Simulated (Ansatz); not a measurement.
Theory: DFT PBE, scalar-relativistic, plane waves, PAW in Ansatz. All cells share a 420 eV cutoff and Γ-centred k meshes spaced at most about 0.3 Å⁻¹ (about 0.25 or finer for metals, 2π included). No spin polarisation in the final relaxations.

Temperature and zero-point effects are left out.

Compare these two cells of Sn₃Br, each relaxed at this level.

A.

```
CELL_PARAMETERS angstrom
4.85415 0.00000 0.00000
0.00000 4.85415 0.00000
0.00000 0.00000 4.85415
ATOMIC_POSITIONS crystal
Sn 0.00000 0.50000 0.50000
Sn 0.50000 0.50000 0.00000
Sn 0.50000 0.00000 0.50000
Br 0.00000 0.00000 0.00000
```

B.

```
CELL_PARAMETERS angstrom
6.77394 0.00000 0.00000
-3.38697 5.86641 0.00000
0.00000 0.00000 5.75318
ATOMIC_POSITIONS crystal
Sn 0.16056 0.32112 0.25000
Sn 0.16056 0.83944 0.25000
Sn 0.67888 0.83944 0.25000
Sn 0.83944 0.67888 0.75000
Sn 0.83944 0.16056 0.75000
Sn 0.32112 0.16056 0.75000
Br 0.33333 0.66667 0.75000
Br 0.66667 0.33333 0.25000
```

Question: Which form is favoured at zero pressure, and by what margin per atom?

Answer: B is lower, by 34 meV/atom. A has space group Pm-3m (No. 221), 28.6 Å³/atom and no gap on its mesh; B has space group P6_3/mmc (No. 194), 28.6 Å³/atom and no gap. Counting Sn atoms around Br (those within 1.25 times the shortest such distance or 1.15 times the sum of covalent radii; the shortest distance is added where it is long for a bond), A and B both have Br 12 from 3.4 Å. Even the lower one lies +0.08 eV/atom against the reference forms of the elements (uncorrected), so neither is stable at this level. Both come from invented guesses. A third cell relaxed alike, in P6/mmm, lies 89 meV/atom below the lower of the two.

In Pm-3m an odd number of electrons in the primitive cell allows no gap without spin; a larger cell or a magnetic state could open one. A magnetic state wasn't ruled out in cells without spin, among them Pm-3m. Cells relaxed within their symmetry can be saddle points.
